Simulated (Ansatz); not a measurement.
The start is a generated cell, TiC placed in the AFLOW prototype AB_tP2_123_a_d (L1_0, as in CuAu). The cell and all atomic positions are relaxed at zero pressure with PBE (plane waves to 420 eV, PAW, scalar-relativistic; Ansatz, a first-principles code). First-step values are on the input's coarse k-mesh.

Ansatz input (later rounds restart from its end on a renewed k-mesh):
Ansatz 0.2 input:
```yaml
crystal:
  lattice:
    - [2.517422, 0, 0]
    - [0, 2.517422, 0]
    - [0, 0, 3.2996209]
  atoms:
    - { symbol: C, position: [0.5, 0.5, 0.5] }
    - { symbol: Ti, position: [0, 0, 0] }
basis: { ecutwfc: 420, ecutrho_ratio: 4, xc_grid: 2, fft_grid_basis: typed }
kpoints: { mp_grid: { grid: [9, 9, 7] } }
hamiltonian:
  xc: pbe
  dispersion: none
  pseudopotentials: { azcp: { folder: ./paw }, kind: paw }
scf: { occupations: { method: fermi_dirac, width: 0.05 } }
relax: { f_tol: 0.01, max_steps: 100, cell: { stress_tol: 0.02 } }
output: { forces: true, stress: true }
```

```yaml
initial_pressure: "-11 GPa (negative: the cell is under tension)"
outcome: The space group stays P4/mmm (No. 123) (the run could not lower it), with 2 atoms in the primitive cell
energy_released: 0.18 eV/atom
volume_change: -5.3 %, from 10.46 to 9.90 Å³/atom
optimiser_moves: 9
```

It ends as:

Space group P4/mmm (No. 123); a = 2.604 Å, b = 2.604 Å, c = 2.921 Å, α = 90.00°, β = 90.00°, γ = 90.00°

| atom | site | symmetry | x | y | z |
|---|---|---|---|---|---|
| C | 1d | 4/mmm | 0.5000 | 0.5000 | 0.5000 |
| Ti | 1a | 4/mmm | 0.0000 | 0.0000 | 0.0000 |

Final values are on a 18×18×16 k-mesh of the relaxed cell. No spin polarisation in the result.

The run could not lower the symmetry of its start; a shaken copy of this end point relaxes with PBE to P6₃/mmc (No. 194), 1.01 eV/atom lower.

The relaxed structure here is a generated cell of TiC: the first start was made by placing the elements on the sites of a structure type, and the end was not matched to a known phase here, so it may be hypothetical. Known forms of TiC include space group No. 225.
